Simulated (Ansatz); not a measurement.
SiO2 (rutile)

```
CELL_PARAMETERS angstrom
      4.23588     0.00000     0.00000
      0.00000     4.23588     0.00000
      0.00000     0.00000     2.68991
ATOMIC_POSITIONS crystal
  Si 0.50000 0.50000 0.50000
  Si 0.00000 0.00000 0.00000
  O  0.80699 0.80699 0.50000
  O  0.30699 0.69301 0.00000
  O  0.69301 0.30699 0.00000
  O  0.19301 0.19301 0.50000
```

The atoms are displaced by Q × the pattern below (from a DFPT mode at Γ, largest move 1; Q in Å), at fixed cell.

```
atom       x       y      z
----  ------  ------  -----
O3     0.707   0.707  0.000
O4    -0.707   0.707  0.000
O5     0.707  -0.707  0.000
O6    -0.707  -0.707  0.000
```

Atoms not listed stay in place.

All values below come from PBE (plane waves to 420 eV, PAW, scalar-relativistic; Ansatz, a first-principles code). k mesh 8×8×12 (Γ-centred), Fermi-Dirac smearing 0.05 eV. Energies are smeared free energies. SiO2 was relaxed with its symmetry unable to fall. The PAW data are Ansatz's earlier set. ΔE is measured from the undisplaced structure.

### Question
Estimate the ΔE (meV/cell) for Q (Å) = -0.120, 0.030, 0.060, 0.090, 0.120, 0.150.

### Answer
```json
[
 {"Q (Å)": "-0.120", "ΔE (meV/cell)": "1406"},
 {"Q (Å)": "0.030", "ΔE (meV/cell)": "87"},
 {"Q (Å)": "0.060", "ΔE (meV/cell)": "348"},
 {"Q (Å)": "0.090", "ΔE (meV/cell)": "786"},
 {"Q (Å)": "0.120", "ΔE (meV/cell)": "1406"},
 {"Q (Å)": "0.150", "ΔE (meV/cell)": "2212"}
]
```

(A displaced cell: forces are minus the slopes of the energy, force constants its curvatures, and phonons follow from these.)
